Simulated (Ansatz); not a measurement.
NbCuN2:
```xyz
4
Lattice="1.5725 0.9079 5.7816 -1.5725 0.9079 5.7816 0.0000 -1.8158 5.7816" Properties=species:S:1:pos:R:3 pbc="T T T"
Nb     0.0000     0.0000     8.6724
Cu     0.0000     0.0000     0.0000
N      0.0000     0.0000     1.8340
N      0.0000     0.0000    15.5108
```

Relaxed with plane-wave PAW r²SCAN (Ansatz code). Indices refer to the conventional cell of R-3m, a = b = 3.1450 Å, c = 17.3448 Å, α = β = 90.00°, γ = 120.00°.

Task: Simulate the powder diffraction pattern (Ag Kα, λ = 0.560885 Å; lines above 1 %) up to 2θ = 30°.

Result: Simulated powder pattern, Ag Kα, λ = 0.560885 Å (kinematic, ideal powder, no thermal factors, no anomalous dispersion; the 30 strongest lines at most, above 1 %, up to 2θ = 30°):

```tsv
2θ (°)	d (Å)	I/Imax (%)	hkl
5.56	5.782	13	(0003)
11.13	2.891	32	(0006)
12.39	2.598	100	(0 1 -1 2)
13.97	2.306	50	(1 0 -1 4)
15.04	2.142	5.2	(0 1 -1 5)
17.60	1.833	1.0	(1 0 -1 7)
19.03	1.696	32	(0 1 -1 8)
20.55	1.572	28	(1 1 -2 0)
21.30	1.517	2.0	(1 1 -2 3)
22.10	1.463	22	(1 0 -1 10)
22.38	1.445	5.5	(0 0 0 12)
23.43	1.381	25	(1 1 -2 6)
24.06	1.345	14	(2 0 -2 2)
24.93	1.299	9.5	(0 2 -2 4)
28.15	1.153	9.0	(2 0 -2 8)
28.80	1.128	5.8	(0 1 -1 14)
```

The start of the workflow was typed in or built on a structure type; neither database checked (COD, Materials Project) lists it. Whether it is the stable phase at ambient conditions was not checked. The r²SCAN relaxation kept the symmetry of its start; whether a distortion lowers the energy is not shown. The workflow began spin-polarised and lost its moments.

Potentials: the earlier of the program's two PAW sets.
